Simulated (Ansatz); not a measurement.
ZrHg3:
Space group Pm-3m (No. 221); a = b = c = 4.4095 Å, α = β = γ = 90.00°

```csv
atom,site,symmetry,x,y,z
Hg,3c,4/mm.m,0.0000,0.5000,0.5000
Zr,1a,m-3m,0.0000,0.0000,0.0000
```

This is the r²SCAN-relaxed structure.

Task: All from DFT-r²SCAN in the program Ansatz with PAW potentials, unless another level is named. Predict the density of states at the Fermi level.

Result: 0.80 states/eV per atom (mean over ±0.08 eV).

Task: And the formation energy from the elements (no fitted shifts)?

Result: -111 meV/atom.

The workflow started from an entry of the Crystallography Open Database (COD). Its standing as an ambient phase is unchecked. Symmetry was held in the r²SCAN relaxation; whether a distortion lowers the energy is not shown. The run is not spin-polarised. The references are the lowest solids computed at this level, not always the standard phases. Scalar-relativistic: spin–orbit coupling is off unless named, which matters more the heavier the elements.

Potentials: the later of the program's two PAW sets.
